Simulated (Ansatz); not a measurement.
# Ga₃FeO₆: stable or not

It was reached by relaxing an invented guess, and it needn't be the stable form of this composition.

Level of theory: DFT PBE, scalar-relativistic, plane waves, PAW in Ansatz. Cutoff 420 eV, Γ-centred 6×6×6 mesh (10-atom cell), Gaussian smearing of 0.02 eV, collinear spin.

```cif
data_structure
_symmetry_space_group_name_H-M 'R3:H'
_symmetry_Int_Tables_number 146
_cell_length_a 5.0764
_cell_length_b 5.0764
_cell_length_c 13.6907
_cell_angle_alpha 90.000
_cell_angle_beta 90.000
_cell_angle_gamma 120.000
_cell_volume 305.55
loop_
_atom_site_label
_atom_site_type_symbol
_atom_site_symmetry_multiplicity
_atom_site_Wyckoff_symbol
_atom_site_fract_x
_atom_site_fract_y
_atom_site_fract_z
_atom_site_occupancy
Ga1 Ga 3 a 0.33333 0.66667 0.31382 1
Ga2 Ga 3 a 0.00000 0.00000 0.14267 1
Ga3 Ga 3 a 0.33333 0.66667 0.02191 1
Fe1 Fe 3 a 0.66667 0.33333 0.19342 1
O1 O 9 b 0.66755 0.63992 0.08177 1
O2 O 9 b 0.00504 0.70040 0.24981 1
```

Formation energies are uncorrected and refer to the elements' standard structures at the same level (O₂ as a molecule).

Q: These tests were run: energy against the elements; phonons at Γ. What do they show?

A:

| test | result |
| --- | --- |
| energy against the elements | −1.615 eV/atom |
| phonons at Γ | lowest optical mode 143 cm⁻¹ |

It fails none of these tests. Whether a mixture of other phases lies lower isn't tested here. Phonons away from Γ weren't computed.

No Hubbard U is applied to the 3d shell of Fe. The magnetic state reached may not be the lowest. The run for the phonons used a 6×6×6 k mesh. The cell carries site moments Fe 3.7; O 0.2 (×3) μB.
